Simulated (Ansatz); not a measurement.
The start is a generated trial cell of TaN in the NbAs structure type. A full variable-cell relaxation at zero pressure is run with PBEsol (plane waves to 420 eV, PAW, scalar-relativistic; Ansatz, an electronic-structure program). First-step values are on the input's coarse k-mesh.

Ansatz input (later rounds restart from its end on a renewed k-mesh):
Ansatz 0.2 input:
```yaml
crystal:
  lattice:
    - [-1.375632, 1.375632, 4.657214]
    - [1.375632, -1.375632, 4.657214]
    - [1.375632, 1.375632, -4.657214]
  atoms:
    - { symbol: Ta, position: [0.5, 0.5, 0] }
    - { symbol: Ta, position: [0.25, 0.75, 0.5] }
    - { symbol: N, position: [0.916, 0.916, 0] }
    - { symbol: N, position: [0.666, 0.166, 0.5] }
basis: { ecutwfc: 420, ecutrho_ratio: 4, xc_grid: 2, fft_grid_basis: typed }
kpoints: { mp_grid: { grid: [12, 12, 12] } }
hamiltonian:
  xc: pbesol
  dispersion: none
  pseudopotentials: { kind: paw }
scf: { occupations: { method: fermi_dirac, width: 0.05 } }
relax: { f_tol: 0.01, max_steps: 100, cell: { stress_tol: 0.02 } }
output: { forces: true, stress: true }
```

Question: How large is the pressure on the unrelaxed cell, and of which sign?

Answer: +101 GPa (positive: the cell is compressed).

Question: By how much does the energy per atom fall from start to end?

Answer: 0.51 eV/atom.

Question: How does the volume per atom move from start to end?

Answer: +20.6 %, from 8.81 to 10.63 Å³/atom.

Question: How do the shortest distances between atoms change?

Answer: The closest pairs of elements (up to four, under 3.6 Å), start → end: N–Ta 2.07 → 2.21 Å; N–N 2.70 → 2.89 Å; Ta–Ta 2.70 → 2.89 Å.

Question: What band gap does the relaxed structure have at this level?

Answer: 0.60 eV, indirect (valence top at 69 % of the way from M to S, conduction bottom at 50 % of the way from Γ to X) (no spin-orbit coupling).

Question: Give the final cell and atomic positions.

Answer: 
Space group I4₁md (No. 109); a = b = 2.8882 Å, c = 10.1959 Å, α = β = γ = 90.00°

```json
[
 {"atom": "Ta", "site": "4a", "symmetry": "2mm.", "x": "0.0000", "y": "0.0000", "z": "0.9988"},
 {"atom": "N", "site": "4a", "symmetry": "2mm.", "x": "0.0000", "y": "0.0000", "z": "0.4172"}
]
```
(The calculation used a cell of 4 atoms; values per cell refer to that cell.)

The space group stays I4₁md (No. 109) (the run could not lower it), with 4 atoms in the primitive cell. Final values are on a 16×16×16 k-mesh of the relaxed cell. No spin polarisation in the result.

The run could not lose the symmetry of its start, so the end can be a saddle point.

The relaxed structure here is a generated cell of TaN: the first start was made by placing the elements on the sites of a structure type, and the end was not matched to a known phase here, so it may be hypothetical. Known forms of TaN include space group No. 225.
